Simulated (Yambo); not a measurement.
Yambo run on RbLaTa$_{2}$O$_{7}$ (space group P4/mmm, No. 123). The wavefunctions are PBEsol (Quantum ESPRESSO, PseudoDojo norm-conserving, 110 Ry, without SOC) ones on a 4×4×1 mesh (44 occupied bands); a = b = 3.9104 Å, c = 11.3145 Å, α = β = γ = 90.00°.

Yambo input:

```
rim_cut
gw0
dyson
el_el_corr
HF_and_locXC
ppa
em1d
RandQpts= 1000000
RandGvec= 1 Ry
EXXRLvcs= 110 Ry
VXCRLvcs= 440 Ry
Chimod= "HARTREE"
% BndsRnXp
 3 | 263 |
%
NGsBlkXp= 2 Ry
% LongDrXp
 1.0 | 1.0 | 1.0 |
%
PPAPntXp= 27.2114 eV
% GbndRnge
 1 | 263 |
%
GTermKind= "BG"
DysSolver= "n"
ExtendOut
% QPkrange
 1 | 1 | 44 | 45 |
 6 | 6 | 44 | 44 |
%
```

k points by index: 1 = Γ, 6 = M.

Resulting energies as the program prints them:

```
#    K-point    Band    Eo [eV]    E [eV]    E-Eo [eV]    Vxc [eV]    Vnlxc [eV]    Sc|Eo [eV]    Sc|E [eV]    dSc/dw|Eo [eV]    Re(Z)    Im(Z)
#
    1    44    -0.146150    -1.010290    -0.864140    -19.87822    -25.27949    4.331686    4.537125    -6.468149    0.807948    -0.001285
    1    45    2.275562    3.811688    1.536125    -14.69244    -8.858986    -4.011807    -4.297329    -5.057504    0.843269    -0.949614E-3
    6    44    0.000000    -0.629278    -0.629278    -19.31339    -24.19801    4.104453    4.255349    -6.523763    0.806616    -0.001283
```
(The two width columns are left out.) Convergence of these settings isn't established.

Geometry of the Materials Project entry, not relaxed at this level.

The structure is a Materials Project entry; no match was found in the copy of COD used, and its stability was not checked.
